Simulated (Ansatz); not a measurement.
Relaxed-ion elastic tensor of Cr (bcc (W type), Im-3m) in GPa (Voigt order), the program Ansatz at the r²SCAN level (PAW); density 6.66 g/cm³, 12.96 Å³ per atom.

```
301  7.5  7.5  0.0  0.0  0.0
7.5  301  7.5  0.0  0.0  0.0
7.5  7.5  301  0.0  0.0  0.0
0.0  0.0  0.0  106  0.0  0.0
0.0  0.0  0.0  0.0  106  0.0
0.0  0.0  0.0  0.0  0.0  106
```

**Question.** Is the crystal mechanically stable?

**Answer.** Yes: the smallest eigenvalue of C is 106 GPa.

**Question.** Work out the Voigt, Reuss and Hill averages.

**Answer.** K_V = 105, K_R = 105, K_H = 105; G_V = 123, G_R = 120, G_H = 121 GPa.

**Question.** Give Young's modulus, Poisson's ratio, Pugh's ratio and the universal anisotropy index.

**Answer.** E = 9KG/(3K + G) = 263 GPa; ν = 0.08; K/G = 0.87 (brittle by the Pugh limit of 1.75); A_U = 5G_V/G_R + K_V/K_R − 6 = 0.13.

**Question.** Estimate the sound speeds and the Debye temperature.

**Answer.** v_l = √((K + 4G/3)/ρ) = 6330 m/s, v_t = √(G/ρ) = 4260 m/s, mean 4650 m/s; Θ = (h/k)(3n/4πV)^(1/3) v_m = 590 K.

Symmetry was held in the r²SCAN relaxation, as lowered by the spin order. Spin order of the final state: antiferromagnetic, chosen from 4 collinear starts compared on coarse meshes (ties went to the first, and starts can fall back to one state), not a proven ground state. Textbook magnetic order: a spin-density-wave antiferromagnet. Other orbital occupations within this spin state were not tried. As this level gives no gap, shear constants depend on the k-mesh and smearing (Fermi–Dirac, 0.1 eV here).

Potentials: the later of the program's two PAW sets.
